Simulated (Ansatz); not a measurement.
# Computed scan of one atom of the cell: HfO2 (fluorite)

Starting cell, HfO2 (fluorite):

```xyz
6
Lattice="0.0000 5.0976 5.0976 2.5488 0.0000 2.5488 2.5488 2.5488 0.0000" Properties=species:S:1:pos:R:3 pbc="T T T"
Hf     0.0000     0.0000     0.0000
Hf     0.0000     2.5488     2.5488
O      1.2744     1.2744     1.2744
O      1.2744     3.8232     3.8232
O      3.8232     3.8232     3.8232
O      3.8232     6.3720     6.3720
```

In each cell atom 5 (O, nearest neighbour Hf at 2.207 Å; its periodic images, 3.6 Å or more away, move with it) moves by s·(0.577, 0.577, 0.577) (along Cartesian [111]), the rest being held.

The numbers are results of PBE (plane waves to 420 eV, PAW, scalar-relativistic; Ansatz, an electronic-structure program), not measurements. k mesh 9×9×9 (Γ-centred), Fermi-Dirac smearing 0.05 eV. E stands for the smeared free energy. Compression counts positive. Left out: 2 of 11 points, with atoms too close for the PAW data. F∥ is the force on the atom along that direction. F⊥ is the part of the force across the line. HfO2 is run without spin polarisation. HfO2 was relaxed with its symmetry unable to fall. Spin-orbit coupling is left out, though Hf is heavy. This is a high-temperature form of HfO2. The zero of ΔE is the undisplaced structure.

```tsv
s (Å)	ΔE (meV/cell)	P (GPa)	|F⊥| (eV/Å)	F∥ (eV/Å)
-0.660	1505	7.74	0.456	3.520
-0.528	1055	5.96	0.370	3.265
-0.396	651	3.96	0.282	2.823
-0.264	319	2.05	0.190	2.173
-0.132	88	0.59	0.096	1.266
0.000	0	0.00	0.000	0.000
0.132	112	0.79	0.095	-1.812
0.264	516	3.67	0.190	-4.476
0.396	1355	9.61	0.286	-8.550
```

Read from the data:

Energy at s = 0.396 Å: 1355 meV/cell
Force along the line at s = -0.660 Å: 3.52 eV/Å
Symmetry of the curve: not even: the positive side lies higher at ±0.396 Å
Shape of the curve: a single well with its minimum at or next to zero displacement
Force constant k = d²E/ds² at s = 0 (finite differences): 11.4 eV/Å²
Harmonic estimate at the end of the scan: ½ks² = 890 meV/cell against the computed 1355 meV/cell, so the well is stiffer than harmonic there

(A displaced cell: forces are minus the slopes of the energy, force constants its curvatures, and phonons follow from these.)
